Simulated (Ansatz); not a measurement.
ScAg:
```yaml
crystal:
  lattice:
    - [3.38196, 0.00000, 0.00000]
    - [0.00000, 3.38196, 0.00000]
    - [0.00000, 0.00000, 3.38196]
  atoms:
    - { symbol: Sc, position: [0.50000, 0.50000, 0.50000] }
    - { symbol: Ag, position: [0.00000, 0.00000, 0.00000] }
```

Relaxed with PBEsol. Special points in fractions of this cell's reciprocal vectors: Γ (0.000, 0.000, 0.000); X (0.000, 0.500, 0.000); M (0.500, 0.500, 0.000); R (0.500, 0.500, 0.500).

Problem. List the band energies nearest the Fermi level at these points for PBEsol in the plane-wave PAW code Ansatz.

Solution. In eV from the Fermi level; about four levels below and three above (degenerate sets whole), none deeper than 8.9 eV; points with the same levels are listed once.

```
k                          below                     above
-  -----------------------------  ------------------------
Γ  -5.82 -5.82 -4.74 -4.74 -4.74  0.56 0.56 2.77 2.77 2.77
X  -4.97 -4.97 -4.62 -3.30 -2.45            0.04 1.12 1.12
M        -4.19 -1.82 -0.01 -0.01            0.92 2.38 2.38
R  -4.16 -4.16 -1.30 -1.30 -1.30            3.31 3.31 3.77
```

Space group Pm-3m (CsCl type). A made-up cell: these elements were put on the sites of a structure type; the Crystallography Open Database files this formula in space group No. 221, but the cells were not matched. Whether it is the stable phase at ambient conditions was not checked. Symmetry was held in the PBEsol relaxation; whether a distortion lowers the energy is not shown. No spin polarisation was allowed. Scalar-relativistic: spin–orbit coupling is off unless named, which matters more the heavier the elements.

Potentials: the earlier of the program's two PAW sets. The files were generated under PBE; for other functionals the program regenerates the frozen cores, and for LDA and PBEsol the local potential too.
